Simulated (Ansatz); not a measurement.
TiSi:
Space group Cmmm (No. 65); a = 3.631 Å, b = 4.158 Å, c = 3.812 Å, α = β = γ = 90.00°

| atom | site | symmetry | x | y | z |
|---|---|---|---|---|---|
| Ti | 2b | mmm | 0.0000 | 0.5000 | 0.0000 |
| Si | 2d | mmm | 0.5000 | 0.5000 | 0.5000 |
(The calculation used a cell of 2 atoms; values per cell refer to that cell.)

This is the r²SCAN-relaxed structure.

**Question.** All from DFT-r²SCAN in the program Ansatz with PAW potentials, unless another level is named. Predict the electronic character.

**Answer.** metallic (no gap).

**Question.** Predict the formation energy from the elements (no fitted shifts).

**Answer.** -0.53 eV/atom.

**Question.** What about the density of states at the Fermi level?

**Answer.** 0.49 states/eV per atom (mean over ±0.08 eV).

The first step of the workflow began from a Materials Project structure, measured or hypothetical; the Crystallography Open Database copy checked does not list it. COD files the formula under space group No. 25, so this cell is another polymorph or a model. Its standing as an ambient phase is unchecked. Symmetry was held in the r²SCAN relaxation; of distortions, only those at the zone centre were tested. The run is not spin-polarised. The references are the lowest solids computed at this level, not always the standard phases.

Potentials: the earlier of the program's two PAW sets.
